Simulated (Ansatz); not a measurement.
Co$_{3}$IrC: computed property card

Co$_{3}$IrC:
```xyz
5
Lattice="3.7316 0.0000 0.0000 0.0000 3.7316 0.0000 0.0000 0.0000 3.7316" Properties=species:S:1:pos:R:3 pbc="T T T"
Co     1.8658     1.8658     0.0000
Co     0.0000     1.8658     1.8658
Co     1.8658     0.0000     1.8658
Ir     0.0000     0.0000     0.0000
C      1.8658     1.8658     1.8658
```
The run is spin-polarised; directions of the spins, atom by atom: ↑ ↑ ↑ ↑ 0.

Space group Pm-3m (No. 221), anti-perovskite; conventional cell a = b = c = 3.7316 Å, α = β = γ = 90.00°.

Method: PBEsol (plane waves, PAW; program Ansatz). Geometry: relaxed at this level of theory. Other levels are named where they apply.

**Cell and energy**

```yaml
volume_per_atom: 10.39 Å³
density: 12.18 g/cm³
Formation energy from the elements (no fitted shifts): 0.28 eV/atom
```

**Electronic structure**

```yaml
electronic_character: metallic (no gap)
Density of states at the Fermi level: 1.5 states/eV per atom (mean over ±0.08 eV)
```

**Magnetism**

```yaml
magnetic_order: ferromagnetic
net_moment: 0.84 μB per atom
```

**Mechanics**

```yaml
Bulk modulus (Birch–Murnaghan fit): 253 GPa
Pressure derivative B′: 3.5
Elastic constants (relaxed ions, GPa): C11 = 441, C12 = 168, C44 = 89.4
mechanical_stability: stable (all eigenvalues of C positive)
hill_bulk_and_shear_moduli: 259 and 106 GPa
Young's modulus: 280 GPa
Poisson's ratio: 0.32
debye_temperature_from_the_elastic_constants: 450 K
```

The start of the workflow was typed in or built on a structure type; neither database checked (COD, Materials Project) lists it. Its standing as an ambient phase is unchecked. The cell was relaxed with PBEsol under the symmetry of its start; its stability against distortions is not shown here. The final state is ferromagnetic, chosen from 5 collinear starts compared on coarse meshes (ties went to the first, and starts can fall back to one state), not a proven ground state. Its formation energy is positive at this level, so the cell may be metastable or incomplete. As this level gives no gap, shear constants depend on the k-mesh and smearing (Fermi–Dirac, 0.1 eV here). The references are the lowest solids computed at this level, not always the standard phases. Scalar-relativistic: spin–orbit coupling is off unless named, which matters more the heavier the elements.

Potentials: the earlier of the program's two PAW sets. The files were generated under PBE; for other functionals the program regenerates the frozen cores, and for LDA and PBEsol the local potential too.
